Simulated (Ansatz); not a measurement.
A geometry of W away from equilibrium: step 4 of the relaxation of a randomly generated symmetric cell of W (space group No. 217). The numbers are results of PBE (plane waves to 420 eV, PAW, scalar-relativistic; Ansatz, a program for electronic structure), not measurements. Γ-centred k-mesh 9×9×9 on the run's cell (coarser than for final values), Fermi–Dirac smearing 0.05 eV.

```xyz
4
Lattice="-2.5512 2.5512 2.5512 2.5512 -2.5512 2.5512 2.5512 2.5512 -2.5512" Properties=species:S:1:pos:R:3 pbc="T T T"
W      1.0531     1.0531     1.0531
W      1.4981     1.4981    -1.4981
W      1.4981    -1.4981     1.4981
W     -1.4981     1.4981     1.4981
```

### Question
Give the Cartesian forces on all atoms (eV/Å).

### Answer
| atom | Fx | Fy | Fz |
|---|---|---|---|
| W1 | -0.03 | -0.03 | -0.03 |
| W2 | 0.03 | 0.03 | -0.03 |
| W3 | 0.03 | -0.03 | 0.03 |
| W4 | -0.03 | 0.03 | 0.03 |

### Question
What is the pressure?

### Answer
+15.7 GPa, compression positive.

### Question
How much energy per atom can still be gained by relaxing?

### Answer
0.05 eV/atom; the path ends in I-43m (No. 217).

No spin polarisation in the result.

The run could not lose the symmetry of its start: the end is stationary, and may be a saddle point rather than a minimum.

The end of the path is a generated cell of W: the first start was made by a random draw of sites in a space group, and the end was not matched to a known phase here, so it may be hypothetical. Known forms of W include space group No. 229.
